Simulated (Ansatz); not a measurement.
Given:

KI:
```
CELL_PARAMETERS angstrom
      0.00000     3.54619     3.54619
      3.54619     0.00000     3.54619
      3.54619     3.54619     0.00000
ATOMIC_POSITIONS crystal
  K  0.00000 0.00000 0.00000
  I  0.50000 0.50000 0.50000
```

This is the r²SCAN-relaxed structure.

Task: All from r²SCAN (plane waves, PAW; program Ansatz), unless another level is named. Predict the electron effective mass with spin–orbit coupling.

Result: 0.34 mₑ (isotropic).

Task: And the hole effective mass with spin–orbit coupling, band 1 of 2 at the edge?

Result: 2.4 along [100], 2.4 along [110], 2.3 along [111] (mₑ).

Task: Predict the hole effective mass, band 3 of 3 at the edge.

Result: 0.50 along [100], 0.51 along [110], 0.51 along [111] (mₑ).

Task: Next, the valence-band maximum?

Result: at Γ.

Task: Give the weight of the valence-edge state by species (Voronoi cells).

Result: I 95 %, K 5 %.

Space group Fm-3m (rock salt). Symmetry was held in the r²SCAN relaxation. Scalar-relativistic: spin–orbit coupling is off unless named, which matters more the heavier the elements.

Potentials: the later of the program's two PAW sets.

Edges and masses are those of Kohn–Sham bands, whose gap is no quasiparticle gap.
